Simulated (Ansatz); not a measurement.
Relaxed-ion elastic tensor of ZrCu (CsCl type, Pm-3m) in GPa (Voigt order), LDA in the plane-wave PAW code Ansatz; density 7.90 g/cm³, 16.26 Å³ per atom.

```
 160   132   132   0.0   0.0   0.0
 132   160   132   0.0   0.0   0.0
 132   132   160   0.0   0.0   0.0
 0.0   0.0   0.0  46.6   0.0   0.0
 0.0   0.0   0.0   0.0  46.6   0.0
 0.0   0.0   0.0   0.0   0.0  46.6
```

Q: Is the crystal mechanically stable?

A: Yes: the smallest eigenvalue of C is 27.8 GPa.

Q: Work out the Voigt, Reuss and Hill averages.

A: K_V = 141, K_R = 141, K_H = 141; G_V = 33.5, G_R = 24.0, G_H = 28.8 GPa.

Q: Give Young's modulus, Poisson's ratio, Pugh's ratio and the universal anisotropy index.

A: E = 9KG/(3K + G) = 80.8 GPa; ν = 0.40; K/G = 4.92 (ductile by the Pugh limit of 1.75); A_U = 5G_V/G_R + K_V/K_R − 6 = 1.98.

Q: Estimate the sound speeds and the Debye temperature.

A: v_l = √((K + 4G/3)/ρ) = 4770 m/s, v_t = √(G/ρ) = 1910 m/s, mean 2160 m/s; Θ = (h/k)(3n/4πV)^(1/3) v_m = 254 K.

Q: Give the Zener ratio and Young's modulus along [100], [110] and [111].

A: A = 2C44/(C11 − C12) = 3.35; 1/E = S11 − 2(S11 − S12 − S44/2)Γ with Γ = 0, 1/4, 1/3 gives 40.4, 82.3, 126 GPa.

The workflow started from a Materials Project entry (that database holds measured and hypothetical structures alike); the Crystallography Open Database copy checked does not list it. With Zr and Cu taken as one species the cell has the higher symmetry Im-3m, so it may be an ordered model of a mixed-site phase. Its standing as an ambient phase is unchecked. The cell was relaxed with LDA under the symmetry of its start; of distortions, only those at the zone centre were tested. The run is not spin-polarised. As this level gives no gap, shear constants depend on the k-mesh and smearing (Fermi–Dirac, 0.1 eV here).

Potentials: the later of the program's two PAW sets.
